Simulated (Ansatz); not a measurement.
Structure: an ordered 8-atom cell of Be4TeS3 on the zincblende lattice (R3m), at its r2SCAN minimum. It is trigonal, R3m (No. 160); conventional cell a = 3.595 Å, c = 35.154 Å, 16.39 Å³ an atom. S is surrounded by 4 Be at 2.08–2.18 Å; S is surrounded by 4 Be at 2.11–2.18 Å; S is surrounded by 4 Be at 2.11–2.17 Å; Te is surrounded by 4 Be at 2.31–2.44 Å; Be is surrounded by 4 S at 2.11–2.18 Å; Be is surrounded by 3 S at 2.17 Å and 1 Te at 2.44 Å; Be is surrounded by 1 S at 2.08 Å and 3 Te at 2.31 Å.

The questions ask for values computed with Ansatz on this geometry. Note: simulated data, non-magnetic, for a generated structure that need not be the stable one.

**Question.** Is there a gap with PBE, and of what kind?

**Answer.** PBE gives an indirect gap of 0.92 eV, from Γ to F; the least direct gap is 2.36 eV at Γ.

**Question.** How does the gap change from PBE to PBE+SOC (8×8×8)?

**Answer.** The PBE+SOC gap is indirect, 0.64 eV (Γ to F), below the direct gap of 2.07 eV at Γ. The gap differs by -0.28 eV from PBE's.

**Question.** Estimate the gap with r2SCAN on 8×8×8.

**Answer.** With r2SCAN the valence top lies at Γ and the conduction bottom at F, 1.21 eV higher; the smallest vertical gap, at Γ, is 2.81 eV. The gap differs by +0.29 eV from PBE's.

**Question.** How does the gap change from PBE to HSE06 (6×6×6)?

**Answer.** The HSE06 gap is indirect, 1.58 eV (Γ to F), below the direct gap of 3.18 eV at Γ. The gap differs by +0.66 eV from PBE's.

**Question.** How does the gap change from PBE to PBE0 (6×6×6)?

**Answer.** The PBE0 gap is indirect, 2.26 eV (Γ to F), below the direct gap of 3.86 eV at Γ. The gap differs by +1.34 eV from PBE's.

**Question.** Roughly how does the cost of the PBE+SOC run (8×8×8) compare with r2SCAN's (8×8×8)?

**Answer.** About 3 times as much (6 core-minutes against 110 core-seconds, on 4 threads of Arm Neoverse N1 (shared host)).

**Question.** How do the levels compare, in gap and in cost?

**Answer.** r2SCAN covers 44 % of the step from PBE to HSE06, while HSE06 needs about 28 times r2SCAN's cost (on a coarser mesh). Spin-orbit coupling moves the least or the direct gap by up to 0.28 eV, so it has to be included where a tenth of an eV counts. All these functionals give a gap of the same kind, indirect.

Only the levels marked +SOC include spin-orbit coupling.
